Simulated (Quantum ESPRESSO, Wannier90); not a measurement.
Wannierisation of ZnHgTe₂ (R3m)

```
begin unit_cell_cart
ang
   -2.2750400283    3.9404849183    0.0000000000
   -4.5500800566    0.0000000000    0.0000000000
   -2.2750400283    1.3134949728    7.4136400000
end unit_cell_cart
begin atoms_frac
Zn  -0.4995700000 -0.4995700000  0.4987100000
Hg  -0.0009470000 -0.0009470000  0.0028410000
Te  -0.1299970000 -0.1299970000  0.3899910000
Te   0.3805000000  0.3805000000 -0.1415000000
end atoms_frac
```

Cell from Materials Project (mp-1215476), symmetrised, no further relaxation. Not found in the COD (Crystallography Open Database) copy used; not checked further. Computed values, not measurements, from PBEsol: Quantum ESPRESSO (norm-conserving PseudoDojo potentials, cutoff 68 Ry, no spin polarisation, no spin-orbit coupling) on a Γ-centred 6×6×6 mesh, then Wannier90. Density: 8×8×8 mesh, cold smearing 0.01 Ry. Spin-orbit coupling is left out although heavy elements are present.

A tight-binding model is made by disentanglement and projection with no localisation steps (num_iter = 0), so the 16 orbitals stay atom-like: hydrogen-like Zn: s;p; Hg: s;p; Te: s;p, axes along x, y, z; frozen window up to 1.50 eV relative to the Fermi level. It follows pw.x to 3.9 meV rms for states up to 1.0 eV relative to the Fermi level. Matrix elements depend on this choice of orbitals and windows. Bands 21–30 (Zn 3d 49 %, Hg 5d 47 %) lie between the kept ones and are excluded.

Task: What are the on-site energies relative to the Fermi level, and how fast do the hoppings decay?

Result: 
| atom | orbitals | energy (eV) |
|---|---|---|
| Zn1 | s | -1.14 |
| Zn1 | pz | 4.09 |
| Zn1 | px py | 4.14 |
| Hg2 | s | -2.19 |
| Hg2 | pz | 4.36 |
| Hg2 | px py | 4.40 |
| Te3 | s | -9.28 |
| Te3 | pz | 0.18 |
| Te3 | px py | 0.29 |
| Te4 | s | -9.27 |
| Te4 | pz | 0.55 |
| Te4 | px py | 0.43 |

```json
[
 {"distance of the centres (Å)": "2–3", "largest modulus (eV)": "2.2"},
 {"distance of the centres (Å)": "3–4", "largest modulus (eV)": "2.5"},
 {"distance of the centres (Å)": "4–5", "largest modulus (eV)": "0.44"},
 {"distance of the centres (Å)": "5–6", "largest modulus (eV)": "0.088"},
 {"distance of the centres (Å)": "6–7", "largest modulus (eV)": "0.090"},
 {"distance of the centres (Å)": "7–8", "largest modulus (eV)": "0.061"},
 {"distance of the centres (Å)": "8–9", "largest modulus (eV)": "0.022"},
 {"distance of the centres (Å)": "9–10", "largest modulus (eV)": "0.021"},
 {"distance of the centres (Å)": "10–11", "largest modulus (eV)": "0.0088"}
]
```
